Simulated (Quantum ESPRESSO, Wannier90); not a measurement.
**PtSe₂ (CdI2 type): Wannier90 run**

```
CELL_PARAMETERS angstrom
      3.71731     0.00000     0.00000
     -1.85866     3.21928     0.00000
      0.00000     0.00000     5.82007
ATOMIC_POSITIONS crystal
  Pt 0.00000 0.00000 0.00000
  Se 0.66667 0.33333 0.77461
  Se 0.33333 0.66667 0.22539
```

Cell from Materials Project (mp-1115), symmetrised, no further relaxation. COD (Crystallography Open Database) has an entry of this formula and space group (matched by these alone). Method: PBEsol plane waves in Quantum ESPRESSO 7.5 (PseudoDojo norm-conserving files, 69 Ry, spinors with spin-orbit coupling), Bloch states on a 6×6×4 mesh through Γ, Wannier90 4.0.1. Density: 12×12×6 mesh, Gaussian smearing 0.01 Ry. The cell is built of weakly bound layers, chains or molecules, whose nearest atoms lie 3.85 Å apart. Database cells relaxed without dispersion often hold them too far apart, which can enlarge gaps and weakens couplings between them; spacing and stacking were not compared with the measured crystal.

Base run: 22 functions from bands 33-74 of the 74 computed, start hydrogen-like Pt: d; Se: p, centres 0.05 Å off the atoms, frozen window up to 1.84 eV relative to the valence-band maximum, outer window open. Its settings: num_cg_steps = 5, trial_step = 2 and dis_mix_ratio = 0.5 (the program's defaults), conv_tol = 1.0e-6 over 4 steps, num_iter = 400, dis_conv_tol = 1.0e-6, dis_num_iter = 600. One of them is changed at a time.

```
run                disentanglement steps  localisation steps  Ω_I (Å²)  Ω_total (Å²)      ended
-----------------  ---------------------  ------------------  --------  ------------  ---------
base                                  20                 176    36.177        38.164  converged
num_cg_steps = 0                      20                 319    36.177        38.165  converged
dis_num_iter = 20                     20                 176    36.177        38.164  converged
```
